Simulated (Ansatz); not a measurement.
Input:

HfSiO₄:
```cif
data_Hf4O16Si4
_chemical_formula_sum 'Hf4 Si4 O16'
_space_group_name_H-M_alt 'I41/amd :1'
_space_group_IT_number 141
_space_group_name_Hall 'I 4bw 2bw -1bw'
_cell_length_a 6.58335
_cell_length_b 6.58335
_cell_length_c 5.96696
_cell_angle_alpha 90.000
_cell_angle_beta 90.000
_cell_angle_gamma 90.000
loop_
_atom_site_label
_atom_site_type_symbol
_atom_site_symmetry_multiplicity
_atom_site_Wyckoff_symbol
_atom_site_fract_x
_atom_site_fract_y
_atom_site_fract_z
_atom_site_occupancy
Hf1 Hf 4 a 0.00000 0.00000 0.00000 1
Si1 Si 4 b 0.00000 0.00000 0.50000 1
O1 O 16 h 0.31522 0.00000 0.06810 1
```
(The calculation used a cell of 12 atoms; values per cell refer to that cell.)

This is the PBEsol-relaxed structure.

Q: All from PBEsol (plane waves, PAW; program Ansatz), unless another level is named. Estimate the electronic dielectric constant ε∞ (DFPT).

A: 3.92 (xx = yy), 4.16 (zz).

Q: And the Born charges (a third of the trace)?

A: Hf +5.07, Si +3.56, O -2.16 e.

Space group I4_1/amd. The cell was relaxed with PBEsol under the symmetry of its start. No spin polarisation was allowed. Scalar-relativistic: spin–orbit coupling is off unless named, which matters more the heavier the elements.

Potentials: the earlier of the program's two PAW sets. The files were generated under PBE; for other functionals the program regenerates the frozen cores, and for LDA and PBEsol the local potential too.
